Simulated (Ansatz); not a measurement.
Ansatz input

```yaml
crystal:
  lattice:
    - [12.0, 0.0, 0.0]
    - [0.0, 12.3, 0.0]
    - [0.0, 0.0, 12.6]
  atoms:
    - { symbol: Br, position: [0.5, 0.5, 0.4080527565] }
    - { symbol: Br, position: [0.5, 0.5, 0.5919472435] }
hamiltonian:
  xc: rpbe
  pseudopotentials:
    kind: paw
    azcp:
      Br: "pseudopotentials/Br.paw.azcp"
basis:
  ecutwfc: 420
  fft_grid_basis: typed
kpoints:
  mp_grid: { grid: [1, 1, 1], shift: [0, 0, 0] }
magnetization:
  spin_polarized: false
scf:
  occupations: { method: fermi_dirac, width: 0.01 }
```

Output

```
Engine: ansatz 0.2.0, x86_64-unknown-linux-gnu
Pseudopotentials: kind: paw
Pseudopotential: Br, paw, valence charge 7, recommended cutoff 420 eV (normal) 
Functional definition: RPBE
  parameter kappa = 0.804
  parameter beta = 0.06672455060314922
  exchange = rpbe_x(kappa = kappa, mu = beta*pi^2/3)
  correlation = pbe_c(beta = beta)
Crystal: 2 atoms, lattice volume = 1859.760 Å³
Basis set: ecut = 420 eV, 36331 PW (Γ)
Bands: 11, of which v1, the nominal top of the filled ones, is band 7 counted from 1 (6 counted from 0)
Symmetry: 8 space group operations
Space group: Pmmm (ITA 47), of the structure as read, at distance tolerance 1.2e-4 Å
k-points: 1
Non-local potential: Br, projectors of the file, l = 0: 2, l = 1: 2, l = 2: 2
PAW form: soft (Blöchl's): semilocal exchange-correlation on the pseudo side does not see the compensation charge
PAW frozen core: Br, regenerated for the run's functional, and the local potential with it (the file was generated under x = pbe(κ = 0.804, μ = 0.2195149727645171), c = pbe(β = 0.06672455060314922))
PAW one-centre angular grid: Br, 110 points (default); XC on 64 Gauss nodes
Initial density: superposition of atomic densities (neutral atoms: chi_scale 0, normalization atom), corrected by the library's trained network
Initial wavefunctions: pseudopotential atomic-orbital guess
Functional: x = rpbe, c = pbe(β = 0.06672455060314922)
SCF iter   1: F=—  HF=-5578.949664 eV  |F-HF|=—  |Δ(HF+E_count)|=         —  Δρ=3.54e-4  dr2=1.13e-3  ethr=1.77e-3  ⟨swp⟩=9.0  Hψ=95  notcnv=0
SCF iter   2: F=—  HF=-5578.950725 eV  |F-HF|=—  |Δ(HF+E_count)|=   1.06e-3  Δρ=1.66e-4  dr2=1.98e-4  ethr=8.08e-6  ⟨swp⟩=6.0  Hψ=39  notcnv=0
SCF iter   3: F=—  HF=-5578.951279 eV  |F-HF|=—  |Δ(HF+E_count)|=   5.55e-4  Δρ=4.59e-5  dr2=2.62e-5  ethr=1.41e-6  ⟨swp⟩=6.0  Hψ=29  notcnv=0
SCF iter   4: F=—  HF=-5578.951413 eV  |F-HF|=—  |Δ(HF+E_count)|=   1.34e-4  Δρ=7.74e-6  dr2=8.16e-7  ethr=1.87e-7  ⟨swp⟩=5.0  Hψ=26  notcnv=0
iter 5 did not close the SCF: its close was put off for the readings that it lacked (scf_convergence_deferred on its scf_iter line)
SCF iter   5: F=-5578.951415 eV  HF=-5578.951415 eV  |F-HF|=6.71e-8  |Δ(HF+E_count)|=   2.27e-6  Δρ=1.71e-6  dr2=2.01e-8  ethr=5.83e-9  ⟨swp⟩=4.0  Hψ=24  notcnv=0
SCF iter   6: F=-5578.951415 eV  HF=-5578.951415 eV  |F-HF|=1.32e-8  |Δ(HF+E_count)|=   5.91e-8  Δρ=3.42e-7  dr2=1.13e-9  ethr=1.43e-10  ⟨swp⟩=1.0  Hψ=33  notcnv=0
SCF 1 converged in 6 iterations: F = -5578.951415 eV  dr2 = 1.13e-9
SCF converged after 6 iterations
Free energy (F): -5578.951415 eV
Harris-Foulkes:  -5578.951415 eV  (|F-HF|=1.32e-8)
Internal energy: -5578.951415 eV  (E = F + TS)
E sigma→0 (E₀):  -5578.951415 eV
Fermi energy:    -5.432990 eV
--- Per-component energies (eV) ---
  E_band       = -161.883434
  E_kinetic    = 262.722478
  E_local      = -1525.298673  (includes V_loc(G=0)·N_el)
  E_nonlocal   = 138.987877
  E_hartree    = 593.524502
  E_xc         = -526.899171
  E_vxc        = -202.187047  (∫ρ·V_xc dr)
  E_paw        = -4505.013360  (= ΣΔE_a)
  E_vpaw       = -23.156955  (= ΣTr[D̂ρ^β])
  E_aug_tail   = -0.000000  (compensation charges beyond the density's cutoff)
  E_ewald      = -16.856082
  E_core_change = -0.118986  (= ΣΔE_core)
  E_smearing   = -0.000000  (= −TS)
  E_closure    = 0.000000  (closes the sum)
  Σ components = -5578.951415   (vs F -5578.951415, Δ=0.00e0)
```
